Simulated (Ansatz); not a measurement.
One crystal and one scan (energy against volume) at two levels, PBE (plane waves to 420 eV, PAW, scalar-relativistic; Ansatz, an electronic-structure program) and r2SCAN (plane waves to 500 eV, PAW, scalar-relativistic; Ansatz), each from its own relaxed cell and on its own mesh. The cell shown is that of PBE.

Sn (beta-Sn type, space group I4_1/amd)

```xyz
2
Lattice="-2.9735 2.9735 1.6062 2.9735 -2.9735 1.6062 2.9735 2.9735 -1.6062" Properties=species:S:1:pos:R:3 pbc="T T T"
Sn     0.0000     2.9735     0.8031
Sn     0.0000     0.0000     0.0000
```

The volume is varied about the relaxed value V₀ at fixed cell shape. Symmetry pins the atoms to their sites.

The energy includes the smearing's −TS. Sn was relaxed with its symmetry unable to fall. With the shape held, the modulus is that of even scaling; a crystal free to change shape is softer. Both scans cover V/V₀ from 0.840 to 1.160.

ΔE (meV/atom), each from the relaxed starting cell of its own level:

```tsv
V/V₀	PBE	r2SCAN
0.840	151	167
0.880	78	withheld
0.920	32	35
0.960	7	8
1.000	0	0
1.040	6	7
1.080	23	26
1.120	49	54
1.160	81	90
```

Question: Estimate the r2SCAN value at 0.880 from the PBE value there and the ratio of the two levels in the two nearest given rows on that side of the minimum.

Answer: At 0.840 and 0.920 the ratio r2SCAN/PBE averages 1.100, which gives 1.100 × 78 = 86 meV/atom. The calculation gives 85 meV/atom, +9.0 % against PBE.

(Under strain, the slope of the energy per volume gives the stress and its curvature an elastic modulus.)
